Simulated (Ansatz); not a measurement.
Polymorphs of Y, each relaxed with r²SCAN in the plane-wave PAW code Ansatz:

A: hcp (Mg type) (P6_3/mmc)
a = 3.686 Å, b = 3.686 Å, c = 5.693 Å, α = 90.00°, β = 90.00°, γ = 120.00°

```json
[
 {"atom": "Y", "site": "2d", "symmetry": "-6m2", "x": "0.6667", "y": "0.3333", "z": "0.2500"}
]
```

B: bcc (W type) (Im-3m)
a = b = c = 4.066 Å, α = β = γ = 90.00°

```json
[
 {"atom": "Y", "site": "2a", "symmetry": "m-3m", "x": "0.0000", "y": "0.0000", "z": "0.0000"}
]
```

C: diamond (Fd-3m)
a = 6.9130 Å, b = 6.9130 Å, c = 6.9130 Å, α = 90.00°, β = 90.00°, γ = 90.00°

```tsv
atom	site	symmetry	x	y	z
Y	8b	-43m	0.5000	0.5000	0.5000
```

Q: Put the candidates in order of energy per atom at 0 K, lowest first, for r²SCAN.

A: A (+0 meV/atom), B (+98 meV/atom), C (+2123 meV/atom)

Typed or built starts, not in the databases checked: B; C. Not the usual ambient phase: B; C. Unstable at this level: C. All cells were relaxed under the symmetry of their starts (and spin orders); stability against distortions was not tested throughout. Rows with no word on spin ran without spin polarisation. Spin–orbit coupling is left out wherever it is not named.

Energies hold the estimated change up to a 700 eV cutoff; steps of a few meV lie near the error of the meshes.

Potentials: the earlier of the program's two PAW sets.
